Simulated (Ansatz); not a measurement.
# FeNi3: do energies and stresses tell the same story?

These are results of Ansatz 0.2.0, DFT PBEsol, scalar-relativistic, plane waves, PAW, not measurements.

Settings: cutoff 420 eV, Γ-centred mesh 12×12×12 on the computed 4-atom cell, Gaussian smearing of 0.10 eV; collinear spin from starting moments 3.13 0.75 0.75 0.75 μB.

Relaxed cell: Pm-3m, a = 3.489 Å, b = 3.489 Å, c = 3.489 Å, α = 90.00°, β = 90.00°, γ = 90.00°, 4 atoms in the primitive cell. Whether it is the stable form of this composition wasn't checked.

Energies at zero smearing and pressures from the stress tensor, at volumes with shape and atoms relaxed:
```tsv
V (Å³/atom)	E − E(first) (meV/atom)	P (GPa)
9.342	0.00	39.20
9.661	-65.29	26.77
9.979	-107.81	16.28
10.298	-131.13	7.45
10.616	-138.30	0.00
10.935	-131.85	-6.25
11.253	-113.94	-11.50
11.678	-75.47	-17.15
```

**Question.** Check P = −dE/dV between neighbouring volumes, and get the bulk modulus from the pressures alone.

**Answer.** With 1 eV/Å³ = 160.2 GPa:
| middle V (Å³/atom) | −ΔE/ΔV (GPa) | mean P (GPa) |
| --- | --- | --- |
| 9.502 | 32.847 | 32.988 |
| 9.820 | 21.388 | 21.529 |
| 10.139 | 11.730 | 11.865 |
| 10.457 | 3.606 | 3.724 |
| 10.776 | -3.245 | -3.126 |
| 11.094 | -9.006 | -8.876 |
| 11.466 | -14.517 | -14.325 |

The two differ by 0.19 GPa at most. The mean of two end pressures misses the average over a step by about ΔV² P″/12, up to 0.17 GPa here; with that taken off 0.07 GPa remains. The stress is the derivative of the free energy, not of the energy at zero smearing, and with free energies 0.00 GPa remains. The largest site moment goes from 2.66 to 2.96 μB along the series, which bends P(V). Around V = 10.616 Å³/atom, the two neighbours give B = −V ΔP/ΔV = 10.616 × 13.70 / 0.637 = 228.3 GPa, against B0 = 227.3 GPa from the Birch–Murnaghan fit of the energies.

Only parallel moments were tried here.

Only this magnetic start was tried.

Cost: 9 runs of about 6.3 core-minutes in all, on Arm Neoverse V2 (shared hosts).